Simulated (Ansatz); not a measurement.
LaGa$_{3}$Cu:
```xyz
5
Lattice="-2.1388 2.1388 5.2076 2.1388 -2.1388 5.2076 2.1388 2.1388 -5.2076" Properties=species:S:1:pos:R:3 pbc="T T T"
La     0.0000     0.0000     1.4785
Cu     0.0000     0.0000     5.2777
Ga     0.0000     2.1388     4.0804
Ga     2.1388     0.0000     4.0804
Ga     0.0000     0.0000     7.6933
```

Relaxed with r²SCAN. Special points in fractions of this cell's reciprocal vectors: Γ (0.000, 0.000, 0.000); X (0.000, 0.000, 0.500); P (0.250, 0.250, 0.250); N (0.000, 0.500, 0.000); M (0.500, 0.500, -0.500); S (0.292, 0.708, -0.292); S0 (-0.292, 0.292, 0.292); R (-0.084, 0.084, 0.500); G (0.500, 0.500, -0.084).

List the band energies nearest the Fermi level at these points for plane-wave PAW r²SCAN (Ansatz code).

In eV from the Fermi level; about four levels below and three above (degenerate sets whole), none deeper than 8.9 eV; points with the same levels are listed once.

```json
[
 {"k": "Γ", "below": "-2.93 -1.77 -1.77 -1.67", "above": "0.05 1.40 1.40"},
 {"k": "X", "below": "-3.18 -2.45 -2.07 -1.37", "above": "2.07 2.23 2.32"},
 {"k": "P", "below": "-3.23 -3.23 -2.17 -1.72 -1.72", "above": "1.35 2.26 2.26"},
 {"k": "N", "below": "-3.45 -3.11 -2.85 -1.18", "above": "0.07 0.65 0.72"},
 {"k": "M", "below": "-3.43 -1.72 -1.66 -1.66", "above": "0.48 1.55 1.55"},
 {"k": "S", "below": "-3.39 -1.38 -1.36 -0.53", "above": "0.65 1.04 1.70"},
 {"k": "R", "below": "-3.00 -2.51 -1.91 -1.39", "above": "1.99 2.18 2.27"}
]
```

Space group I4mm. The workflow started from an entry of the Crystallography Open Database (COD, 293 K). Its standing as an ambient phase is unchecked. Symmetry was held in the r²SCAN relaxation; whether a distortion lowers the energy is not shown. No spin polarisation was allowed. Spin–orbit coupling is left out wherever it is not named.

Potentials: the later of the program's two PAW sets.
